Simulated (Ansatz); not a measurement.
Input for Ansatz (plane-wave DFT, PAW):

```yaml
crystal:
  lattice:
    - [-2.7762049558, 2.7762049558, 2.7762049558]
    - [2.7762049558, -2.7762049558, 2.7762049558]
    - [2.7762049558, 2.7762049558, -2.7762049558]
  atoms:
    - { symbol: Fe, position: [0.0, 0.0, 0.0], spin: 2.64 }
    - { symbol: Fe, position: [0.0, 0.0, 0.5], spin: 2.95 }
    - { symbol: Fe, position: [0.0, 0.5, 0.0], spin: 2.95 }
    - { symbol: Fe, position: [0.5, 0.0, 0.0], spin: 2.95 }
    - { symbol: Fe, position: [0.5, 0.5, 0.5], spin: 2.95 }
    - { symbol: Co, position: [0.0, 0.5, 0.5], spin: 1.99 }
    - { symbol: Co, position: [0.5, 0.5, 0.0], spin: 1.99 }
    - { symbol: Co, position: [0.5, 0.0, 0.5], spin: 1.99 }
basis:
  ecutwfc: 420
kpoints:
  mp_grid: { grid: [10, 10, 10] }
hamiltonian:
  xc: pbesol
scf:
  occupations: { method: gaussian, width: 0.1 }
output:
  forces: true
  stress: true
  eigenvalues: true
  populations: true
magnetization:
  spin_polarized: true
```

Command:
```bash
ansatz run input.yaml --threads 2 --pin off --max-ram 5120MiB --backend cpu --events-out ev --progress --plain --runs-dir out
```

These are results of Ansatz 0.2.0, DFT PBEsol, scalar-relativistic, plane waves, PAW, not measurements.

Abridged output:

```
Pseudopotentials: kind: paw
Pseudopotential: Fe, paw, valence charge 16, recommended cutoff 420 eV (normal)
Pseudopotential: Co, paw, valence charge 17, recommended cutoff 420 eV (normal)
Functional definition: PBEsol
Crystal: 8 atoms, lattice volume = 85.588 Å³
Basis set: ecut = 420 eV, 1721 PW (Γ), exchange–correlation on 72×72×72 points (8 copies of the dense FFT grid, shifted against one another)
Bands: 91, of which v1, the nominal top of the filled ones, is band 66 counted from 1 (65 counted from 0)
Symmetry: 48 space group operations
Space group: Im-3m (ITA 229), of the structure as read, at distance tolerance 4.4e-5 Å
Magnetic group: BNS 229.140 (UNI 1642), of the structure as read, at distance tolerance 4.4e-5 Å
k-points: 47 of 1000
Initial density: superposition of atomic densities (chi_scale 0.1, normalization cell)
Starting moments: Σ|m| = 20.41 μB on 8 of 8 sites
Initial wavefunctions: pseudopotential atomic-orbital guess
Functional: x = pbesol(κ = 0.804, μ = 0.12345679), c = pbesol(β = 0.046)
SCF iter   1: F=—  HF=-37523.119977 eV  |F-HF|=—  |Δ(HF+E_count)|=         —  Δρ=9.26e-2 (↑7.58e-2 ↓9.26e-2) dr2=1.27e1  dr2_m=8.85e-1  M=17.904 μB ∫|m|=18.108 μB  β_m=0.30  ethr=3.10e-3  ⟨swp⟩=5.0  Hψ=26581  notcnv=0  defer=207
Mixer restart at iter 1: flushing history
spin=Collinear: Kerker preconditioning applied to the charge; magnetization (m = ρ↑ − ρ↓) channel mixes plain (no charge-response kernel on spin).
SCF iter   2: F=—  HF=-37518.832842 eV  |F-HF|=—  |Δ(HF+E_count)|=    4.29e0  Δρ=4.64e-2 (↑1.64e-2 ↓4.64e-2) dr2=1.50e0  dr2_m=4.63e-1  M=18.415 μB ∫|m|=18.753 μB  β_m=0.37  ethr=3.10e-3  ⟨swp⟩=2.7  Hψ=14490  notcnv=0  defer=1013
SCF iter   3: F=—  HF=-37520.859953 eV  |F-HF|=—  |Δ(HF+E_count)|=    2.03e0  Δρ=1.89e-2 (↑1.76e-2 ↓1.89e-2) dr2=9.65e-2  dr2_m=2.03e-1  M=18.430 μB ∫|m|=18.931 μB  β_m=0.59  ethr=1.15e-3  ⟨swp⟩=2.1  Hψ=10959  notcnv=0  defer=1016
SCF iter   4: F=—  HF=-37523.053751 eV  |F-HF|=—  |Δ(HF+E_count)|=    2.19e0  Δρ=1.51e-2 (↑1.51e-2 ↓1.33e-2) dr2=3.14e-1  dr2_m=3.75e-2  M=18.264 μB ∫|m|=18.940 μB  β_m=0.69  ethr=7.37e-5  ⟨swp⟩=2.5  Hψ=16231  notcnv=0  defer=1014
SCF iter   5: F=—  HF=-37523.379791 eV  |F-HF|=—  |Δ(HF+E_count)|=   3.26e-1  Δρ=1.14e-2 (↑1.14e-2 ↓4.29e-3) dr2=1.19e-1  dr2_m=1.61e-2  M=18.202 μB ∫|m|=18.941 μB  β_m=0.69  ethr=7.37e-5  ⟨swp⟩=2.1  Hψ=16766  notcnv=0  defer=1018
SCF iter   6: F=—  HF=-37523.432843 eV  |F-HF|=—  |Δ(HF+E_count)|=   5.31e-2  Δρ=2.08e-3 (↑2.08e-3 ↓1.43e-3) dr2=4.34e-3  dr2_m=1.18e-3  M=18.133 μB ∫|m|=18.901 μB  β_m=0.84  ethr=7.37e-5  ⟨swp⟩=2.2  Hψ=14009  notcnv=0  defer=1027
SCF iter   7: F=—  HF=-37523.437415 eV  |F-HF|=—  |Δ(HF+E_count)|=   4.57e-3  Δρ=1.43e-3 (↑1.22e-3 ↓1.43e-3) dr2=3.44e-3  dr2_m=3.71e-4  M=18.124 μB ∫|m|=18.909 μB  β_m=0.79  ethr=3.31e-6  ⟨swp⟩=2.0  Hψ=14897  notcnv=0  defer=1027
SCF iter   8: F=—  HF=-37523.437170 eV  |F-HF|=—  |Δ(HF+E_count)|=   2.46e-4  Δρ=6.41e-4 (↑4.05e-4 ↓6.41e-4) dr2=7.59e-4  dr2_m=3.89e-5  M=18.119 μB ∫|m|=18.905 μB  β_m=0.81  ethr=2.63e-6  ⟨swp⟩=2.0  Hψ=12392  notcnv=0  defer=1027
SCF iter   9: F=—  HF=-37523.437097 eV  |F-HF|=—  |Δ(HF+E_count)|=   7.29e-5  Δρ=5.20e-4 (↑4.96e-4 ↓5.20e-4) dr2=5.08e-4  dr2_m=1.83e-5  M=18.118 μB ∫|m|=18.904 μB  β_m=0.76  ethr=5.80e-7  ⟨swp⟩=2.1  Hψ=12193  notcnv=0  defer=1028
SCF iter  10: F=—  HF=-37523.437168 eV  |F-HF|=—  |Δ(HF+E_count)|=   7.17e-5  Δρ=2.21e-4 (↑1.09e-4 ↓2.21e-4) dr2=5.56e-5  dr2_m=4.05e-6  M=18.115 μB ∫|m|=18.902 μB  β_m=0.88  ethr=3.88e-7  ⟨swp⟩=2.0  Hψ=11086  notcnv=0  defer=1028
SCF iter  11: F=—  HF=-37523.437175 eV  |F-HF|=—  |Δ(HF+E_count)|=   6.56e-6  Δρ=5.85e-5 (↑5.85e-5 ↓4.85e-5) dr2=6.21e-6  dr2_m=1.87e-7  M=18.116 μB ∫|m|=18.903 μB  β_m=0.79  ethr=4.25e-8  ⟨swp⟩=2.4  Hψ=12777  notcnv=0  defer=1028
SCF iter  12: F=—  HF=-37523.437174 eV  |F-HF|=—  |Δ(HF+E_count)|=   9.15e-7  Δρ=1.24e-5 (↑1.08e-5 ↓1.24e-5) dr2=1.48e-7  dr2_m=2.76e-8  M=18.116 μB ∫|m|=18.903 μB  β_m=0.80  ethr=4.74e-9  ⟨swp⟩=2.0  Hψ=13304  notcnv=0  defer=1028
SCF iter  13: F=—  HF=-37523.437174 eV  |F-HF|=—  |Δ(HF+E_count)|=   2.17e-8  Δρ=4.47e-6 (↑4.47e-6 ↓3.77e-6) dr2=2.47e-8  dr2_m=2.68e-9  M=18.116 μB ∫|m|=18.903 μB  β_m=0.90  ethr=1.13e-10  ⟨swp⟩=2.4  Hψ=14749  notcnv=0  defer=1028
SCF iter  14: F=-37523.437174 eV  HF=-37523.437174 eV  |F-HF|=1.35e-8  |Δ(HF+E_count)|=  4.00e-10  Δρ=3.52e-6 (↑1.18e-6 ↓3.52e-6) dr2=1.53e-8  dr2_m=1.99e-9  M=18.116 μB ∫|m|=18.903 μB  ethr=1.89e-11  ⟨swp⟩=8.4  Hψ=40042  notcnv=0
SCF 1 converged in 14 iterations: F = -37523.437174 eV  dr2 = 1.53e-8
SCF converged after 14 iterations
Magnetization: 18.1155 μB (74.5578 up, 56.4422 down)
Absolute magnetization: 18.9047 μB (∫|ρ↑−ρ↓|, with the PAW one-centre terms)
Spin contamination: 0.2643 ħ² per cell (⟨S²⟩ above its minimum at these occupations)
Per-site moments (μB) at R_I (Å): [(2.36168603, 0.99175890), (2.64673493, 0.99175890), (2.64673493, 0.99175890), (2.64673493, 0.99175890), (2.64673493, 0.99175890), (1.80226043, 0.99175890), (1.80226043, 0.99175890), (1.80226043, 0.99175890)]
Free energy (F): -37523.437174 eV
Harris-Foulkes:  -37523.437174 eV  (|F-HF|=1.35e-8)
Internal energy: -37523.419761 eV  (E = F + TS)
E sigma→0 (E₀):  -37523.428468 eV
Entropy (-TS):   -0.017413 eV (-2.177 meV/atom)
Fermi energy:    19.778527 eV
--- Per-component energies (eV) ---
  E_band       = -1677.963904
  E_kinetic    = 3121.816898
  E_local      = -18405.782927  (includes V_loc(G=0)·N_el)
  E_nonlocal   = 2469.772652
  E_hartree    = 7731.368530
  E_xc         = -1062.478124
  E_vxc        = -1375.525628  (∫ρ·V_xc dr)
  E_paw        = -11125.064008  (= ΣΔE_a)
  E_vpaw       = -2950.986803  (= ΣTr[D̂ρ^β])
  E_aug_tail   = 0.003800  (compensation charges beyond the density's cutoff)
  E_ewald      = -20254.517849
  E_core_change = 1.461266  (= ΣΔE_core)
  E_smearing   = -0.017413  (= −TS)
--- Forces (eV/Å), atoms counted from 1 ---
  atom   1  Fe     0.00000000     0.00000000     0.00000000
  atom   2  Fe     0.00000000     0.00000000     0.00000000
  atom   3  Fe     0.00000000     0.00000000     0.00000000
  atom   4  Fe     0.00000000     0.00000000     0.00000000
  atom   5  Fe     0.00000000     0.00000000     0.00000000
  atom   6  Co     0.00000000     0.00000000     0.00000000
  atom   7  Co     0.00000000     0.00000000     0.00000000
  atom   8  Co     0.00000000     0.00000000     0.00000000
--- Stress (GPa, compression-positive) ---
        7.261677       0.000000       0.000000
        0.000000       7.261677       0.000000
        0.000000       0.000000       7.261677
  P = ⅓ Tr σ = 7.2617 GPa (72.617 kbar)
--- Band table (eV; the first three rows and the last of 94) ---
  k-point 0 ↑: bands = ["-76.3443", "-76.3375", "-76.3375", "-68.6188", "-68.6014", "-68.6014", "-68.6014", "-68.0195", "-39.7870", "-39.7870", "-39.7870", "-39.7301", "-39.7301", "-39.7301", "-39.7106", "-39.7106", "-39.7106", "-34.8493", "-34.8493", "-34.8493", "-34.8418", "-34.8418", "-34.8418", "-34.7721", "-34.7721", "-34.7596", "-34.7596", "-34.7596", "-34.6684", "-34.1475", "-34.1475", "-34.1475", "10.3453", "13.9212", "13.9212", "14.0173", "14.1010", "14.1010", "14.1010", "14.1467", "14.1467", "15.5875", "15.5875", "15.5875", "15.6754", "15.6754", "15.6754", "16.7770", "16.7770", "16.7770", "17.9469", "17.9469", "17.9827", "18.0024", "18.0273", "18.0273", "18.2194", "18.2194", "18.21 ...
  k-point 1 ↑: bands = ["-76.3442", "-76.3376", "-76.3374", "-68.6183", "-68.6018", "-68.6014", "-68.6014", "-68.0196", "-39.7866", "-39.7854", "-39.7852", "-39.7314", "-39.7310", "-39.7299", "-39.7105", "-39.7105", "-39.7104", "-34.8492", "-34.8489", "-34.8477", "-34.8409", "-34.8387", "-34.8385", "-34.7742", "-34.7730", "-34.7615", "-34.7587", "-34.7581", "-34.6699", "-34.1537", "-34.1504", "-34.1476", "10.4538", "13.9558", "13.9747", "14.0617", "14.1372", "14.1543", "14.1544", "14.1937", "14.1955", "15.6042", "15.6090", "15.6230", "15.6923", "15.6975", "15.7252", "16.7476", "16.7748", "16.8349", "17.7514", "17.8771", "17.9250", "17.9586", "17.9674", "17.9879", "18.1763", "18.1767", "18.18 ...
  k-point 2 ↑: bands = ["-76.3437", "-76.3380", "-76.3375", "-68.6169", "-68.6028", "-68.6015", "-68.6015", "-68.0201", "-39.7857", "-39.7811", "-39.7802", "-39.7351", "-39.7339", "-39.7294", "-39.7102", "-39.7101", "-39.7100", "-34.8491", "-34.8488", "-34.8428", "-34.8367", "-34.8318", "-34.8297", "-34.7803", "-34.7758", "-34.7670", "-34.7544", "-34.7534", "-34.6746", "-34.1703", "-34.1581", "-34.1477", "10.7737", "13.9689", "14.1312", "14.1965", "14.2808", "14.3103", "14.3115", "14.3303", "14.3415", "15.6469", "15.6665", "15.6869", "15.7335", "15.7617", "15.9081", "16.6634", "16.7599", "17.0050", "17.1222", "17.5349", "17.5552", "17.6422", "17.6985", "17.8375", "17.9336", "17.9476", "18.02 ...
  k-point 46 ↓: bands = ["-74.1385", "-74.1385", "-74.1318", "-65.5129", "-65.5129", "-65.5129", "-65.4969", "-65.2616", "-37.6304", "-37.6304", "-37.6304", "-37.5728", "-37.5728", "-37.5728", "-37.5721", "-37.5721", "-37.5721", "-31.8274", "-31.8274", "-31.8109", "-31.8025", "-31.8025", "-31.8025", "-31.7232", "-31.7232", "-31.7232", "-31.7117", "-31.7117", "-31.7117", "-31.5271", "-31.5271", "-31.5271", "14.8317", "14.8317", "15.0342", "15.0342", "15.0342", "15.0826", "17.1209", "17.1209", "17.1209", "17.4350", "17.4350", "17.4350", "17.8663", "18.1235", "18.1235", "18.5019", "18.5019", "18.5019", "18.6552", "18.6552", "18.6552", "18.9813", "18.9813", "18.9813", "19.5330", "19.5330", "19.5 ...
--- Löwdin populations: 8 sites ---
  site symbol q [e]    m [muB]
     0     Fe     15.8556     2.4387
     1     Fe     15.7615     2.7093
     2     Fe     15.7615     2.7093
     3     Fe     15.7615     2.7093
     4     Fe     15.7615     2.7093
     5     Co     16.7455     1.7881
     6     Co     16.7455     1.7881
     7     Co     16.7455     1.7881
  spilling = 0.014214 (of n_electrons = 131.000000)
```

Self-consistency was reached.

Time: 41 s on 2 threads of Intel(R) Xeon(R) Platinum 8375C CPU @ 2.90GHz (Ice Lake), on a shared host, peak memory 0.91 GiB.

Only parallel moments were tried here.